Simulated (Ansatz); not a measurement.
## Structures of RbAl2: which is lowest?

Plane-wave DFT in Ansatz with scalar-relativistic PAW potentials, cutoff 420 eV, Γ-centred meshes chosen by cell and gap, Gaussian smearing with energies taken to zero width. Every cell was relaxed (cell and atoms) in a run of its own, within the symmetry of its start. Functional: PBE.

Relaxed structures (starts from databases or built by putting these elements on another compound's sites):
A. I4/mcm, 6 atoms in the computed cell, a = 8.107 Å, c = 6.361 Å; sites (symmetry × multiplicity) Rb 422 × 4, Al m.2m × 8; start: built
B. P6_3/mmc, 6 atoms in the computed cell, a = 3.320 Å, c = 16.616 Å; sites (symmetry × multiplicity) Rb -6m2 × 2, Al 3m. × 4; start: built

**Question.** Rank them by energy. Could pressure change the order?

**Answer.**
```tsv
structure	group	E − E(lowest) (meV/atom)	V (Å³/atom)	gap on mesh (eV)
B	P6_3/mmc	0.0	26.44	0.00
A	I4/mcm	331	34.84	0.00
```

B is lowest, 331 meV/atom under A. The lowest is also the densest of these, so pressure wouldn't bring one of the others in at first order. Other structures may lie lower than all of these, and vibrations aren't counted.